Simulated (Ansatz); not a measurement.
Method: DFT PBE, scalar-relativistic, plane waves, PAW (Ansatz). Settings: cutoff 420 eV, Γ-centred meshes spaced at most about 0.3 Å⁻¹, and about 0.25 Å⁻¹ or finer for metals (2π included), Gaussian smearing. No spin polarisation in the final relaxations.

Temperature and zero-point effects are left out.

Two forms of Y3Si2F were relaxed alike.

1.

```
CELL_PARAMETERS angstrom
7.19421 0.00000 0.00000
-3.59710 6.23037 0.00000
0.00000 0.00000 3.92142
ATOMIC_POSITIONS crystal
Y 0.00000 0.50000 0.00000
Y 0.50000 0.00000 0.00000
Y 0.50000 0.50000 0.00000
Si 0.66667 0.33333 0.50000
Si 0.33333 0.66667 0.50000
F 0.00000 0.00000 0.00000
```

2.

```
CELL_PARAMETERS angstrom
7.44429 0.00000 0.00000
-3.72214 6.44694 0.00000
0.00000 0.00000 3.76254
ATOMIC_POSITIONS crystal
Y 0.50000 0.00000 0.50000
Y 0.50000 0.50000 0.50000
Y 0.00000 0.50000 0.50000
Si 0.33333 0.66667 0.00000
Si 0.66667 0.33333 0.00000
F 0.00000 0.00000 0.00000
```

Question: Which would you expect to be lower, and how large is the difference?

Answer: Cell 1 is lower, by 131 meV/atom. Cell 1 has space group P6/mmm (No. 191), 29.3 Å³/atom and no gap on its mesh; cell 2 has space group P6/mmm (No. 191), 30.1 Å³/atom and a gap of 0.20 eV. The shortest distance is 2.86 Å (Y–Si) in cell 1 and 2.86 Å (Y–Si) in cell 2. In cell 1, around Y lie 4 Si at 2.86 Å, 2 F at 3.60 Å and 4 Y at 3.60 Å; Si is surrounded by 6 Y at 2.86 Å; F is surrounded by 6 Y at 3.60 Å and 2 F at 3.92 Å (long contacts). In cell 2, around Y lie 4 Si at 2.86 Å, 6 Y at 3.72–3.76 Å and 4 F at 4.17 Å; Si has 6 Y at 2.86 Å, 2 Si at 3.76 Å, 3 F at 4.30 Å and 3 Si at 4.30 Å; F has 2 F at 3.76 Å, 12 Y at 4.17 Å and 6 Si at 4.30 Å (long contacts). Both come from invented guesses. A third cell relaxed alike, in R-3m, lies 0.60 eV/atom below the lower of the two.

Kohn–Sham gaps at this level usually fall short of measured ones. The zero gap of P6/mmm at 29.3 Å³/atom may come from the functional, which often closes small gaps, or the cell may be a true semimetal. Cells relaxed within their symmetry can be saddle points.
